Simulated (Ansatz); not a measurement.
Total density of states per atom from r²SCAN+D4 in the plane-wave PAW code Ansatz, in 0.25 eV bins, energy from the Fermi level:

```csv
E (eV),states/eV/atom
-7.85,0.00
-7.60,0.00
-7.35,0.00
-7.10,0.00
-6.85,0.00
-6.60,0.00
-6.35,0.00
-6.10,0.00
-5.85,0.00
-5.60,0.00
-5.35,0.03
-5.10,0.36
-4.85,0.45
-4.60,0.74
-4.35,1.08
-4.10,0.98
-3.85,0.70
-3.60,0.39
-3.35,0.58
-3.10,0.76
-2.85,1.04
-2.60,1.15
-2.35,1.31
-2.10,1.78
-1.85,1.09
-1.60,0.93
-1.35,0.81
-1.10,0.66
-0.85,0.43
-0.60,0.30
-0.35,0.22
-0.10,0.28
0.15,0.59
0.40,0.97
0.65,0.77
0.90,0.45
1.15,2.46
1.40,2.19
1.65,0.55
1.90,0.15
2.15,0.85
2.40,0.97
2.65,1.11
2.90,1.21
3.15,0.91
3.40,0.13
3.65,0.00
3.90,0.00
4.15,0.00
4.40,0.02
4.65,0.13
```

Q: Pick the material that matches.
A) GeSb2Te4, R-3m (Ge on 3a, Sb on 6c, Te on 6c, Te on 6c)
B) Pr, bcc (W type)
C) Os, fcc (Cu type)
D) TiTe2, CdI2 type

A: D, TiTe2, CdI2 type. Within 0.5 eV of the Fermi level: Ti 3d 73 %, Te 5p 23 %. Projections are on Löwdin-orthogonalised atomic valence shells; empty p or d shells of many metals are not among them.

Space group P-3m1 (CdI2 type). The cell was relaxed with r²SCAN+D4 under the symmetry of its start. The run is not spin-polarised. Scalar-relativistic: spin–orbit coupling is off unless named, which matters more the heavier the elements.

Potentials: the later of the program's two PAW sets.
